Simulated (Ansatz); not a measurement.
Cu Kα1 powder pattern (kinematic, no thermal factors).
2θ (°) (relative intensity): 27.39 (100), 34.84 (14), 44.88 (82), 48.42 (38), 56.53 (15), 61.03 (20), 68.15 (24), 73.56 (4), 77.58 (12), 80.16 (11), 87.94 (25)

The pattern is computed from a structure relaxed with Ansatz, DFT PBE, scalar-relativistic, plane waves, PAW. No spin polarisation. Its elements are F, O, Ta.

Question: Give the structure.

Answer: TaOF.
Space group P-6m2 (No. 187). a = 3.757 Å, b = 3.757 Å, c = 2.573 Å, α = 90.00°, β = 90.00°, γ = 120.00°
| atom | site | symmetry | x | y | z |
| --- | --- | --- | --- | --- | --- |
| Ta | 1f | -6m2 | 0.6667 | 0.3333 | 0.5000 |
| O | 1c | -6m2 | 0.3333 | 0.6667 | 0.0000 |
| F | 1a | -6m2 | 0.0000 | 0.0000 | 0.0000 |

A pattern alone doesn't exclude other cells with like lines; this is the one computed.

Another cell of TaOF relaxed alike, in P4/mmm, lies 1.44 eV/atom lower, so this cell isn't the stable form at this level.

It was reached by relaxing an invented guess, and it needn't be the stable form of this composition.
